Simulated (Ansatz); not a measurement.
KBr (rock salt)

```yaml
crystal:
  lattice:
    - [0.00000, 3.27480, 3.27480]
    - [3.27480, 0.00000, 3.27480]
    - [3.27480, 3.27480, 0.00000]
  atoms:
    - { symbol: Br, position: [0.00000, 0.00000, 0.00000] }
    - { symbol: K, position: [0.50000, 0.50000, 0.50000] }
```

The slice is a {100} plane (indices of the conventional cell) through the point (0.000, 0.000, 0.000) (fractional), spanned by u = [100] and v = [0 1 -1] in vectors of this cell: u (4.63 Å) and v (4.63 Å, at 90° to u). It covers one period; positions are fractions (u, v).

Calculation: PBEsol (plane waves to 420 eV, PAW, scalar-relativistic; Ansatz, a program for electronic structure). k mesh 9×9×9. Inside the PAW spheres the values are not all-electron values, and peaks at nuclei hang on which shells count as valence. KBr was relaxed with its symmetry unable to fall.

Question: What is the valence density on the shortest Br–K line in this plane (3.27 Å), at its minimum between the atoms?

Answer: 0.08 e/Å³.

Question: What is the ELF at the density minimum of the shortest Br–K line in this plane (3.27 Å)?

Answer: 0.0.

Question: Sketch the valence electron density on this plane as a map.

Answer: 
```
|445577777766554433221100000011223344556677777755|
|667777777766554422110000000000112244556677777777|
|777777776655443322111100000011112233445566777777|
|777777665555443322111111111111112233445555667777|
|666666555544332222222222222222222222334455556666|
|555555444433332222333344444433332222333344445555|
|444444333322223333445555665555443333222233334444|
|333322222222223344667777777777664433222222222233|
|222211111122334466778888998888776644332211111122|
|111100111122335577889999999999887755332211110011|
|000000001122445577889999999999887755442211000000|
|000000001122446677999999999999997766442211000000|
|000000001122445577889999999999887755442211000000|
|111100111122335577889999999999887755332211110011|
|222211111122334466778888998888776644332211111122|
|333322222222223344667777777777664433222222222233|
|444444333322223333445555665555443333222233334444|
|555555444433332222333344444433332222333344445555|
|666666555544332222222222222222222222334455556666|
|777777665555443322111111111111112233445555667777|
|777777776655443322111100000011112233445566777777|
|667777777766554422110000000000112244556677777777|
|445577777766554433221100000011223344556677777755|
|224466777766554433221100000011223344556677776644|
```
Scale: ten equal steps from -1.76 (start of '0') to 0.63 (end of '9'), in the order '0123456789'. Values: log₁₀ of the valence density in e/Å³. The map has 24 points along u (two characters each, u = 0 at the left) and 24 along v (v = 0 in the bottom row). The scale is logarithmic, as a density can span decades between atoms and voids.
